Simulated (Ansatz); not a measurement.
**Cold compression of HgTe (zincblende type)**

```yaml
crystal:
  lattice:
    - [0.00000, 3.21694, 3.21694]
    - [3.21694, 0.00000, 3.21694]
    - [3.21694, 3.21694, 0.00000]
  atoms:
    - { symbol: Hg, position: [0.00000, 0.00000, 0.00000] }
    - { symbol: Te, position: [0.25000, 0.25000, 0.25000] }
```

The cell comes from a relaxation on PAW files under the same functional, begun from a prototype that needn't be the stable phase.

Its volume is scaled at fixed shape and fractional positions.

Level of theory: DFT with LDA, scalar-relativistic, in Ansatz 0.2.0; a Γ-centred 11×11×11 k mesh, Fermi–Dirac smearing of 0.05 eV, no spin polarisation. LAPW: all electrons, basis error target 1 meV/atom; PAW: frozen-core files, cutoff 420 eV; crystal datasets: all electrons, by PAW datasets that the program makes for each cell; norm-conserving: pseudopotentials, cutoff 1120 eV; PAW (cutoff 300 eV): frozen-core files, cutoff 300 eV.

Energies are extrapolated to zero smearing and count from the unscaled cell; pressure is positive in compression; gaps take the mesh and a band path. No temperature or zero-point motion is included.

Spin–orbit coupling is left out, which matters for the heavy atoms. The PAW files were made under PBE. The structure type is held throughout; the real material can change phase at far lower pressure.

```json
{"V/V0": "1.00", "V (Å³/atom)": "33.29", "P LAPW (GPa)": "0.03", "ΔE LAPW (eV/atom)": "0.000", "P PAW − LAPW (GPa)": "-0.01", "ΔE PAW − LAPW (meV/atom)": "0.0"}
{"V/V0": "0.94", "V (Å³/atom)": "31.29", "P LAPW (GPa)": "3.48", "ΔE LAPW (eV/atom)": "0.021", "P PAW − LAPW (GPa)": "-0.02", "ΔE PAW − LAPW (meV/atom)": "-0.2"}
{"V/V0": "0.88", "V (Å³/atom)": "29.30", "P LAPW (GPa)": "8.47", "ΔE LAPW (eV/atom)": "0.093", "P PAW − LAPW (GPa)": "-0.03", "ΔE PAW − LAPW (meV/atom)": "-0.5"}
{"V/V0": "0.80", "V (Å³/atom)": "26.63", "P LAPW (GPa)": "18.82", "ΔE LAPW (eV/atom)": "0.313", "P PAW − LAPW (GPa)": "-0.05", "ΔE PAW − LAPW (meV/atom)": "-1.1"}
{"V/V0": "0.72", "V (Å³/atom)": "23.97", "P LAPW (GPa)": "36.2", "ΔE LAPW (eV/atom)": "0.757", "P PAW − LAPW (GPa)": "-0.08", "ΔE PAW − LAPW (meV/atom)": "-2.2"}
{"V/V0": "0.64", "V (Å³/atom)": "21.31", "P LAPW (GPa)": "?", "ΔE LAPW (eV/atom)": "?", "P PAW − LAPW (GPa)": "?", "ΔE PAW − LAPW (meV/atom)": "?"}
{"V/V0": "0.55", "V (Å³/atom)": "18.31", "P LAPW (GPa)": "129.1", "ΔE LAPW (eV/atom)": "3.342", "P PAW − LAPW (GPa)": "-0.23", "ΔE PAW − LAPW (meV/atom)": "-6.8"}
```

Task: Fit the Vinet equation to the LAPW pressures shown (residuals weighted by 1/(|P| + 0.03·Pmax)), and predict the pressure of the withheld row.

Result: The fit gives V0 = 33.32 Å³/atom, B0 = 46 GPa and B0′ = 5.57. At 21.31 Å³/atom, x = (V/V0)^(1/3) = 0.8615, and P = 3·B0·(1 − x)/x²·exp[1.5·(B0′ − 1)·(1 − x)] = 66.5 GPa. The run itself gave 66.1 GPa (+0.7 % off) and ΔE = 1.583 eV/atom.

Task: At the smallest volume, how far do crystal datasets and norm-conserving and PAW (cutoff 300 eV) lie from LAPW in pressure?

Result: crystal datasets: 0.00 GPa; norm-conserving: -0.88 GPa; PAW (cutoff 300 eV): +0.10 GPa, on a LAPW pressure of 129.1 GPa.

Task: How do the Löwdin populations by LAPW change from the unscaled cell to the last row?

Result: Hg 6s 1.08 → 0.90, Hg 5d 9.95 → 9.87, Te 5s 1.93 → 1.80, Te 5p 4.81 → 5.04 electrons an atom. These are projections on the shells that the free atoms fill; 0.25 e a cell lies outside them at the start and 0.44 e at the end.
